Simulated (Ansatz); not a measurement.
The start is a generated cell, Si2W built in the CrSi2 structure type. Cell shape, volume and atoms are optimised at zero target pressure with r2SCAN (plane waves to 500 eV, PAW, scalar-relativistic; Ansatz, a program for electronic structure). The first steps use a coarse 6×6×4 k-mesh.

Initial structure:
```
Si2W
1.0
    4.66068     0.00000     0.00000
   -2.33034     4.03627     0.00000
    0.00000     0.00000     6.70331
W Si
3 6
Direct
  0.50000   0.00000   0.00000
  0.50000   0.50000   0.33333
  0.00000   0.50000   0.66667
  0.16559   0.33118   0.00000
  0.83441   0.16559   0.33333
  0.66882   0.83441   0.66667
  0.83441   0.66882   0.00000
  0.16559   0.83441   0.33333
  0.33118   0.16559   0.66667
```

**Question.** What pressure does the first self-consistent step give?

**Answer.** -10.4 GPa (negative: the cell is under tension).

**Question.** Which atoms feel the largest initial force, and how large is it?

**Answer.** 0.22 eV/Å, on Si4, Si5, Si6, Si7, Si8, Si9 (atoms numbered as listed).

**Question.** How much energy is released per atom?

**Answer.** 0.02 eV/atom.

**Question.** How do the shortest distances between atoms change?

**Answer.** The closest pairs of elements (up to four, under 3.6 Å), start → end: Si–Si 2.60 → 2.56 Å; Si–W 2.61 → 2.58 Å; W–W 3.23 → 3.18 Å.

The space group stays P6₂22 (No. 180) (the run could not lower it); the end is AFLOW prototype AB2_hP9_180_d_j (C40, as in CrSi2), with 9 atoms in the primitive cell. Final values are on a 8×8×5 k-mesh of the relaxed cell. No spin polarisation in the result.

The run could not lose the symmetry of its start; a randomly shaken copy of 9 atoms returns to this structure.

The first start was generated by placing the elements on the sites of a structure type. Materials Project lists a structure of Si2W in the same space group, P6₂22 (No. 180); the sites were not compared with it, nor with measured phases. Known forms of Si2W include space group No. 139.
